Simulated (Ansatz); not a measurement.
AlN (rock salt, Fm-3m), DFT-r²SCAN in the program Ansatz with PAW potentials, all energies at zero smearing, with the estimated change up to a 700 eV cutoff added, with one set of potentials and settings (totals compare only within such a set). Cell of 2 atoms (1 Al, 1 N): -928.158 eV.

| element | reference phase | E (eV/atom) |
|---|---|---|
| Al | Fm-3m, 1 atoms in the cell | -540.4106 |
| N | Pa-3, 8 atoms in the cell | -384.8341 |

Formation energy per atom, worked out: (-928.158 − 1×(-540.4106) − 1×(-384.8341))/2 = -1.457 eV/atom (-141 kJ per mol of atoms), at 0 K, without zero-point energy or fitted corrections.

This is a known high-pressure phase of the composition, computed here at zero pressure and temperature. The cell was relaxed with r²SCAN under the symmetry of its start; its stability against distortions is not shown here. The volume moved by -17 % from the start of the relaxation. The references are the lowest solids computed at this level, not always the standard phases (solids in place of the gases).

Potentials: the earlier of the program's two PAW sets.
